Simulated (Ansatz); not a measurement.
Cs2SbAs2, a known structure type with other elements, at an estimated volume

```yaml
crystal:
  lattice:
    - [0.00000, 0.00000, 7.08089]
    - [7.46330, -3.93762, 3.54045]
    - [7.46330, 3.93762, -3.54045]
  atoms:
    - { symbol: Cs, position: [0.34000, 0.01290, 0.69290] }
    - { symbol: Cs, position: [0.66000, 0.98710, 0.30710] }
    - { symbol: Cs, position: [0.16000, 0.69290, 0.01290] }
    - { symbol: Cs, position: [0.84000, 0.30710, 0.98710] }
    - { symbol: Sb, position: [0.25000, 0.50000, 0.50000] }
    - { symbol: Sb, position: [0.75000, 0.50000, 0.50000] }
    - { symbol: As, position: [0.32520, 0.77300, 0.42340] }
    - { symbol: As, position: [0.67480, 0.22700, 0.57660] }
    - { symbol: As, position: [0.17480, 0.42340, 0.77300] }
    - { symbol: As, position: [0.82520, 0.57660, 0.22700] }
```

The numbers come from plane-wave PAW DFT (Ansatz): PBE, no spin polarisation, 420 eV, 6×6×6 Γ-centred k points, fermi-dirac occupations (width 0.1 eV). Nothing was relaxed.

- At the Fermi level: It is a metal, with about 7.3 states/eV a cell as the mean within 0.25 eV of the Fermi level, mostly As p (62 %) and Sb s (18 %).
- Charges: Bader charges in e: Cs +0.70, Sb +0.39, As -0.90. In the mean Cs gives up most and As takes most.
- Formation energy: -0.28 eV an atom against the elements' usual phases (free molecules for gases, crystals otherwise, with no correction for O₂ or N₂), so it is bound against them; other compounds may still compete. Relaxing would lower it.
- Forces: The largest is on As7 (and as large on other atoms): 0.73 eV/Å, components (0.54, -0.49, 0.00). It makes 139° with the line to a nearest neighbour, Sb5 at 2.68 Å, pointing away from it.
- Contacts: Sb–As at 2.68 Å: least valence density 0.42 e/Å³ and ELF 0.62 there. Cs–As at 3.80 Å: least valence density 0.06 e/Å³ and ELF 0.08 there. Cs–Sb at 3.89 Å: least valence density 0.05 e/Å³ and ELF 0.04 there. Both are smooth PAW fields, read partly inside the augmentation spheres.
- Stress: The pressure is 1.2 GPa (compression positive), so with the atoms held at these fractions the cell would first expand.

Origin: a known structure type with other elements, at an estimated volume, so it need not be a known compound. Caveats: many states at the Fermi level without spin polarisation, so a magnetic state may lie lower.
